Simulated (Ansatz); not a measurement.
**CsNdTe2, first-principles data**

CsNdTe2:
```yaml
crystal:
  lattice:
    - [2.34350, 1.35302, 8.89597]
    - [-2.34350, 1.35302, 8.89597]
    - [0.00000, -2.70605, 8.89597]
  atoms:
    - { symbol: Cs, position: [0.50000, 0.50000, 0.50000] }
    - { symbol: Nd, position: [0.00000, 0.00000, 0.00000] }
    - { symbol: Te, position: [0.26912, 0.26912, 0.26912] }
    - { symbol: Te, position: [0.73088, 0.73088, 0.73088] }
```
The run is spin-polarised; directions of the spins, atom by atom: 0 ↑ 0 0.

Space group R-3m (No. 166); conventional cell a = b = 4.687 Å, c = 26.688 Å, α = β = 90.00°, γ = 120.00°.

Method: DFT-r²SCAN in the program Ansatz with PAW potentials. The cell and atoms are relaxed at this level. Other levels are named where they apply.

**Cell and energy**

```
Item                  Value
---------------  ----------
Volume per atom    42.31 Å³
Density          5.22 g/cm³
```

**Electronic structure**

```
Quantity                                                             Result
----------------------------------------  ---------------------------------
Band gap                                                 0.90 eV (indirect)
Valence-band maximum                                                   at Γ
Conduction-band minimum                         at L (3 equivalent valleys)
Smallest direct gap on the standard path                            1.23 eV
Electron effective mass                   4.5, 15, 19 mₑ (principal values)
```

**Magnetism**

```
Quantity                  Result
--------------  ----------------
Magnetic order     ferromagnetic
Net moment      0.75 μB per atom
```

The workflow started from an entry of the Crystallography Open Database (COD). Whether it is the stable phase at ambient conditions was not checked. The cell was relaxed with r²SCAN under the symmetry of its start; its stability against distortions is not shown here. The final state is ferromagnetic, the only order run, not a proven ground state. The cell computed holds one magnetic atom, so no antiferromagnetic order was within reach. Caveat: open 4f shells can settle in a state that is not the lowest. Other orbital occupations within this spin state were not tried. No Hubbard U is applied. Point labels and valley counts follow the cell and symmetry of the run, lower than the named group. Scalar-relativistic: spin–orbit coupling is off unless named, which matters more the heavier the elements.

Potentials: the later of the program's two PAW sets.
